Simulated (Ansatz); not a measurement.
# Two states of CrClO

```yaml
crystal:
  lattice:
    - [3.56742, 0.00000, 0.00000]
    - [0.00000, 3.19414, 0.00000]
    - [0.00000, 0.00000, 7.96173]
  atoms:
    - { symbol: Cr, position: [0.25000, 0.25000, 0.10400] }
    - { symbol: Cr, position: [0.75000, 0.75000, 0.89600] }
    - { symbol: O, position: [0.25000, 0.75000, 0.96300] }
    - { symbol: O, position: [0.75000, 0.25000, 0.03700] }
    - { symbol: Cl, position: [0.25000, 0.75000, 0.32800] }
    - { symbol: Cl, position: [0.75000, 0.25000, 0.67200] }
```

Level: r2SCAN, with U = 3.64 eV and J = 0.93 eV on Cr d (all-electron-ortho-atomic projectors); 500 eV; 6×6×3 Γ-centred mesh; fermi-dirac occupations (width 0.0621 eV); Ansatz 0.2.0, fixed geometry.

State A: Cr1 up, Cr2 up (collinear spin). State B: Cr1 up, Cr2 down (collinear spin).

**Question.** Compare the two self-consistent states.

**Answer.** State A is lower by 3.7 meV an atom at zero smearing.

| state | free energy (meV/atom) | largest moment in a small sphere (μB) | net moment (μB/cell) | gap on mesh (eV) | pressure (GPa) | largest force (eV/Å) |
| --- | --- | --- | --- | --- | --- | --- |
| A | 0.0 | 2.29 | 6.00 | 2.51 | 14.9 | 2.84 |
| B | 3.7 | 2.26 | 0.00 | 2.88 | 14.9 | 2.76 |

Origin: a known structure type with other elements, at an estimated volume, so it need not be a known compound. Caveats: atoms or cell far from equilibrium; an odd or shifted mesh can miss the band edges, so this level's true gap may be smaller.
